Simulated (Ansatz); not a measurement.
**Bi2Pd, first-principles data**

Bi$_{2}$Pd:
```
CELL_PARAMETERS angstrom
      0.00166     5.60514     0.00000
      4.21557     0.00000     0.00000
     -2.10232    -1.42262    -6.14010
ATOMIC_POSITIONS crystal
  Bi 0.68527 0.84328 0.68659
  Bi 0.31473 0.15672 0.31341
  Bi 0.20768 0.42669 0.85407
  Bi 0.79232 0.57331 0.14593
  Pd 0.16894 0.77615 0.55260
  Pd 0.83106 0.22385 0.44740
```

Space group C2/m (No. 12); conventional cell a = 12.606 Å, b = 4.216 Å, c = 5.605 Å, α = γ = 90.00°, β = 103.04°.

Method: LDA (plane waves, PAW; program Ansatz). Geometry: relaxed at this level of theory. Other levels are named where they apply.

**Cell and energy**

- Volume per atom: 24.18 Å³
- Density: 12.00 g/cm³
- Formation energy from the elements (no fitted shifts): -0.26 eV/atom

**Electronic structure**

Electronic character: metallic (no gap)
Density of states at the Fermi level: 0.35 states/eV per atom (mean over ±0.08 eV)

The workflow started from a Materials Project entry (that database holds measured and hypothetical structures alike); the Crystallography Open Database files this formula in space group No. 12, but the cells were not matched. Whether it is the stable phase at ambient conditions was not checked. The cell was relaxed with LDA under the symmetry of its start; whether a distortion lowers the energy is not shown. No spin polarisation was allowed. Point labels and valley counts follow the cell and symmetry of the run, lower than the named group. Axis ratios of metals converge slowly with the k-mesh, so a and c are less sure than the volume. The references are the lowest solids computed at this level, not always the standard phases. Scalar-relativistic: spin–orbit coupling is off unless named, which matters more the heavier the elements.

Potentials: the later of the program's two PAW sets.
